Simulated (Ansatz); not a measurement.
**Ru (diamond): energy against volume**

These are results of DFT, LDA (PW92), plane waves (420 eV) with PAW, scalar-relativistic in Ansatz, not measurements. The PAW files were generated under PBE, with cores re-solved for the functional.

The cell is scaled uniformly from the relaxed one, with fractional coordinates and shape fixed. Energies are extrapolated to zero smearing, pressures are those at the given smearing. Magnetic state: spin not included.

A Birch-Murnaghan fit gives V₀ = 19.20 Å³/atom, B₀ = 194 GPa, B₀′ = 4.6.

**Question.** What are the energy above the minimum and the pressure at 16.903 Å³/atom?

**Answer.** 210.4 meV/atom and 33.22 GPa as computed.

**Question.** What are the energy above the minimum and the pressure at 17.671 Å³/atom?

**Answer.** 85.7 meV/atom and 19.59 GPa as computed.

**Question.** What are the energy above the minimum and the pressure at 21.513 Å³/atom?

**Answer.** 136.3 meV/atom and -16.78 GPa as computed.
